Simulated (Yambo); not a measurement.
```
CELL_PARAMETERS angstrom
      3.12859     0.00000     0.00000
     -1.56429     2.70944     0.00000
      0.00000     0.00000     5.01696
ATOMIC_POSITIONS crystal
  N  0.66667 0.33333 0.88071
  N  0.33333 0.66667 0.38071
  Al 0.66667 0.33333 0.49929
  Al 0.33333 0.66667 0.99929
```

AlN (wurtzite, space group P6_3mc, No. 186): mean Im ε in 1 eV windows above the direct gap of 5.38 eV, for different electron-hole kernels (Yambo, broadening 0.15 eV, norm-conserving PBE (Quantum ESPRESSO, 84 Ry, without SOC) bands; 9×9×6 mesh, 5 valence and 3 conduction bands, static screening with 23 bands and a 4 Ry block, scissor 1.32 eV, Tamm-Dancoff; field along x).

```tsv
window (eV)	independent quasiparticles	RPA (no attraction)	BSE
5.4 to 6.4	0.6	0.5	3.0
6.4 to 7.4	1.5	1.2	8.0
7.4 to 8.4	4.9	3.8	7.9
8.4 to 9.4	7.9	7.1	4.0
```

This run doesn't resolve bound excitons or single peaks, so only averages are given, and they too depend on the mesh; weight that the attraction moves below the gap isn't listed. All transitions below 9.85 eV are in the band window. The scissor comes from a G0W0 run whose convergence isn't established.

Geometry of the Materials Project entry, not relaxed at this level.
